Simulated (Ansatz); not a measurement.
VN in space group P-6m2 (No. 187; V on 1e, N on 1d) at seven volumes, plane-wave PAW PBEsol (Ansatz code), shape and atoms relaxed at each. One row is withheld.

```tsv
V (Å³/atom)	P (GPa)
7.588	41.39
7.838	25.35
8.088	?
8.338	0.00
8.588	-9.96
8.838	-18.45
9.088	-25.70
```

**Question.** Fit the shown pressures and predict the withheld one.

**Answer.** P = (3/2)B₀(x^(7/2) − x^(5/2))[1 + (3/4)(B′ − 4)(x − 1)] with x = (V₀/V)^(2/3). Least squares on the six rows gives V₀ = 8.338 Å³/atom, B₀ = 359 GPa, B′ = 4.28. At V = 8.088, x = 1.0205 and P = 11.66 GPa. The run itself gave 11.67 GPa.

The workflow started from a Materials Project entry (that database holds measured and hypothetical structures alike); the Crystallography Open Database copy checked does not list it. It is not the phase usual at ambient conditions (space group No. 225). The PBEsol relaxation kept the symmetry of its start; its stability against distortions is not shown here. No spin polarisation was allowed.

Potentials: the later of the program's two PAW sets.
